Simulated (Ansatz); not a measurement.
**The band gap of CS2, sorted by core time**

```
S C
1.0
     3.64579   -2.99431    0.00000
     3.64579    2.99431    0.00000
     0.00000    0.00000    9.85126
S C
4 2
Direct
  0.18152 0.81848 0.88687
  0.31848 0.68152 0.38687
  0.68152 0.31848 0.61313
  0.81848 0.18152 0.11313
  0.50000 0.50000 0.50000
  0.00000 0.00000 0.00000
```

The cell comes from a database or a generator and needn't be the stable form of this composition.

| rung | level | program and potentials | cutoff (eV) | k mesh | task | core time | chip | band gap (eV) | notes |
| --- | --- | --- | --- | --- | --- | --- | --- | --- | --- |
| meta-GGA | r2SCAN | Ansatz, Ansatz PAW | 500 | 6 × 6 × 4 | band structure | 17 s | AMD EPYC 7R13 Zen 3 | 3.75 | potentials made for PBE, which Ansatz adapts in part |
| GGA | PBEsol | Ansatz, Ansatz PAW | 420 | 6 × 6 × 3 | band structure | 36 s | Intel Xeon | 3.41 | potentials made for PBE, which Ansatz adapts in part |
| hybrid | PBE0 | Ansatz, Ansatz PAW | 420 | 4 × 4 × 2 | band structure | 45 s | AMD EPYC 7R13 Zen 3 | 5.18 | potentials made for PBE, which Ansatz adapts in part |
| GGA | PBE | Ansatz, Ansatz PAW | 420 | 6 × 6 × 4 | Born charges and dielectric tensor | 63 s | AMD EPYC 9R45 Zen 5 | 3.41 | - |
| LDA | LDA | Ansatz, Ansatz PAW | 420 | 6 × 6 × 3 | band structure | 66 s | Intel Xeon | 3.32 | potentials made for PBE, which Ansatz adapts in part |
| G0W0 | G0W0 on PBE | Ansatz, Ansatz PAW | 420 | 4 × 4 × 2 | G0W0 quasiparticle levels | 79 s | AMD EPYC 7R13 Zen 3 | 6.58 | bands, basis or mesh of the many-body step not converged; response cutoff 170 eV, bands 1082 |
| meta-GGA | r2SCAN | Ansatz, Ansatz PAW | 500 | 6 × 6 × 3 | band structure | 97 s | Intel Xeon | 3.75 | potentials made for PBE, which Ansatz adapts in part |
| G0W0 | G0W0 on HSE06 | Ansatz, Ansatz PAW | 420 | 4 × 4 × 2 | G0W0 quasiparticle levels | 99 s | AMD EPYC 7R13 Zen 3 | 6.96 | bands, basis or mesh of the many-body step not converged; potentials made for PBE, which Ansatz adapts in part; response cutoff 100 eV, bands 488 |

Times are single runs on shared hosts and different chips, so they are rough; meshes, cutoffs and the tasks' sizes weigh on the time. All rows: no spin polarisation. Gaps are the least found on the k mesh or the band path, and a mesh can miss the band edges. Meshes differ between rows, which moves values too. All levels ran on this one cell, unrelaxed unless noted. Meshes are those of the run's cell of 6 atoms unless a note names another. Runs on faulty files, with rough fits or with known faults for this quantity aren't shown. No row holds spin-orbit coupling.

By rung: LDA 3.32; GGA 3.41; meta-GGA 3.75; hybrid 5.18; G0W0 on coarse settings 6.58 to 6.96 (eV).
